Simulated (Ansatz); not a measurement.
# Deforming BePd

```
CELL_PARAMETERS angstrom
2.81300 0.00000 0.00000
0.00000 2.81300 0.00000
0.00000 0.00000 2.81300
ATOMIC_POSITIONS crystal
Be 0.00000 0.00000 0.00000
Pd 0.50000 0.50000 0.50000
```

Atom numbers follow the list: Be1, Pd2.

The cell comes from COD entry 9008808, which wasn't checked; take it as a given geometry.

Spin polarisation is left out, and whether a magnetic state lies lower isn't shown here.

The calculation used DFT, LDA, all-electron LAPW, scalar-relativistic (Ansatz 0.2.0).

Sampling and basis: a Γ-centred 12×12×12 k mesh, Fermi–Dirac smearing of 0.08 eV, basis error target 1 meV/atom, no spin polarisation.

The unchanged cell is at -7.99 GPa.

In a metal, stresses and small energies carry noise from the k mesh.

x, y and z are the Cartesian axes of the cell as listed; fractional coordinates follow a strain, and an engineering shear is twice the off-diagonal strain component.

One change gave: energy change under 1 meV/atom; stress change (xx, yy, zz, yz, xz, xy) 0.04, 0.04, 0.04, -0.62, -0.62, -0.62 GPa, compression positive. Which change was it?
A. equal xy, yz and zx engineering shear strains of -1 %
B. equal xy, yz and zx engineering shear strains of +1 %
C. equal xy, yz and zx engineering shear strains of +2 %
D. equal xy, yz and zx engineering shear strains of -2 %

B. For equal xy, yz and zx engineering shear strains of -2 %: energy change +3 meV/atom; stress change (xx, yy, zz, yz, xz, xy) 0.15, 0.15, 0.15, 1.50, 1.50, 1.50 GPa, compression positive. For equal xy, yz and zx engineering shear strains of -1 %: energy change under 1 meV/atom; stress change (xx, yy, zz, yz, xz, xy) 0.04, 0.04, 0.04, 0.70, 0.70, 0.70 GPa, compression positive. For equal xy, yz and zx engineering shear strains of +2 %: energy change +2 meV/atom; stress change (xx, yy, zz, yz, xz, xy) 0.15, 0.15, 0.15, -1.23, -1.23, -1.23 GPa, compression positive.
